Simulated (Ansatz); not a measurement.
Rb:
Space group Im-3m (No. 229); a = 5.573 Å, b = 5.573 Å, c = 5.573 Å, α = 90.00°, β = 90.00°, γ = 90.00°

| atom | site | symmetry | x | y | z |
|---|---|---|---|---|---|
| Rb | 2a | m-3m | 0.0000 | 0.0000 | 0.0000 |
(The calculation used a cell of 1 atom; values per cell refer to that cell.)

Relaxed with PBEsol.

### Question
Which orbitals make up the states near the Fermi level in PBEsol (plane waves, PAW; program Ansatz)?

### Answer
Within 0.5 eV of the Fermi level: Rb 5s 89 %, outside the projected shells 11 %. Projections are on Löwdin-orthogonalised atomic valence shells; empty p or d shells of many metals are not among them.

### Question
Tabulate the density of states.

### Answer
States/eV per cell of 1 atom, in 0.25 eV bins, energy from the Fermi level.

```tsv
E (eV)	total	Rb 5s	Rb 4p
-7.85	0.00	0.00	0.00
-7.60	0.00	0.00	0.00
-7.35	0.00	0.00	0.00
-7.10	0.00	0.00	0.00
-6.85	0.00	0.00	0.00
-6.60	0.00	0.00	0.00
-6.35	0.00	0.00	0.00
-6.10	0.00	0.00	0.00
-5.85	0.00	0.00	0.00
-5.60	0.00	0.00	0.00
-5.35	0.00	0.00	0.00
-5.10	0.00	0.00	0.00
-4.85	0.00	0.00	0.00
-4.60	0.00	0.00	0.00
-4.35	0.00	0.00	0.00
-4.10	0.00	0.00	0.00
-3.85	0.00	0.00	0.00
-3.60	0.00	0.00	0.00
-3.35	0.00	0.00	0.00
-3.10	0.00	0.00	0.00
-2.85	0.00	0.00	0.00
-2.60	0.00	0.00	0.00
-2.35	0.00	0.00	0.00
-2.10	0.01	0.01	0.00
-1.85	0.17	0.17	0.00
-1.60	0.28	0.28	0.00
-1.35	0.37	0.36	0.01
-1.10	0.46	0.45	0.01
-0.85	0.54	0.53	0.01
-0.60	0.63	0.61	0.01
-0.35	0.73	0.69	0.01
-0.10	0.84	0.78	0.01
0.15	1.06	0.93	0.01
0.40	1.06	0.86	0.00
0.65	0.88	0.59	0.00
0.90	1.30	0.30	0.00
1.15	2.16	0.16	0.00
1.40	1.77	0.07	0.00
1.65	1.59	0.08	0.00
1.90	1.55	0.07	0.00
2.15	1.61	0.07	0.00
2.40	1.85	0.08	0.00
2.65	2.37	0.10	0.00
2.90	1.59	0.07	0.00
3.15	1.59	0.05	0.00
3.40	1.57	0.04	0.00
3.65	1.46	0.05	0.00
3.90	1.92	0.05	0.00
4.15	2.68	0.05	0.00
4.40	2.69	0.02	0.00
4.65	2.37	0.01	0.00
```

The cell was relaxed with PBEsol under the symmetry of its start. Spin–orbit coupling is left out wherever it is not named.

Potentials: the later of the program's two PAW sets.
